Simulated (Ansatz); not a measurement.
GaAs (zinc blende, space group No. 216), LDA (plane waves, PAW; program Ansatz). The conduction-band minimum lies at Γ, with 1 equivalent valley. Second derivatives d²E/dk² of the lowest band at one valley (eV·Å²), along Cartesian directions:

```csv
direction,d²E/dk²
[100],270.9
[010],270.9
[001],270.9
[110],270.6
[101],270.6
[011],270.6
```

**Question.** Find the principal effective masses, the density-of-states mass and the conductivity mass.

**Answer.** Off-diagonal terms follow from H_xy = H[110] − (H_xx + H_yy)/2, and m*/mₑ = 7.620 eV·Å² over each eigenvalue: 0.028, 0.028, 0.028. One valley's DOS mass (m₁m₂m₃)^(1/3) = 0.028, conductivity mass 3/(Σ 1/mᵢ) = 0.028 mₑ.

**Question.** What effective density of states Nc follows at 300 K for parabolic valleys?

**Answer.** Nc = 2.509e19 × 1 × (0.028)^(3/2) ≈ 1.2e17 cm⁻³.

**Question.** With the computed static dielectric constant 15.8 (mean of the diagonal), estimate a hydrogenic donor's binding energy and radius.

**Answer.** E = 13.606 eV × 0.028/15.8² ≈ 1.5 meV; a = 0.529 Å × ε/m* ≈ 300 Å. Semilocal masses tend to be too small where the gap is.

**Question.** With ε∞ = 14.0 and ω_LO = 286 cm⁻¹, what Fröhlich coupling constant follows?

**Answer.** α = (1/ε∞ − 1/ε0) √(m* × 13.606 eV/ħω_LO) = 0.027.

Space group F-43m (zinc blende). The LDA relaxation kept the symmetry of its start; phonons on a q-mesh show no instability. Scalar-relativistic: spin–orbit coupling is off unless named, which matters more the heavier the elements.

Potentials: the later of the program's two PAW sets.
